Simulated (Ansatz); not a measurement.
YTlPd:
Space group P-62m (No. 189); a = 7.821 Å, b = 7.821 Å, c = 3.759 Å, α = 90.00°, β = 90.00°, γ = 120.00°

```tsv
atom	site	symmetry	x	y	z
Pd	1b	-62m	0.0000	0.0000	0.5000
Tl	3f	m2m	0.0000	0.2675	0.0000
Pd	2c	-6..	0.3333	0.6667	0.0000
Y	3g	m2m	0.4037	0.4037	0.5000
```

This is the r²SCAN-relaxed structure.

Question: All from r²SCAN (plane waves, PAW; program Ansatz), unless another level is named. Predict the formation energy from the elements (no fitted shifts).

Answer: -0.75 eV/atom.

Question: Give the density of states at the Fermi level.

Answer: 0.79 states/eV per atom (mean over ±0.08 eV).

The workflow started from an entry of the Crystallography Open Database (COD). Its standing as an ambient phase is unchecked. The r²SCAN relaxation kept the symmetry of its start; whether a distortion lowers the energy is not shown. The run is not spin-polarised. Axis ratios of metals converge slowly with the k-mesh, so a and c are less sure than the volume. The references are the lowest solids computed at this level, not always the standard phases. Scalar-relativistic: spin–orbit coupling is off unless named, which matters more the heavier the elements.

Potentials: the later of the program's two PAW sets.
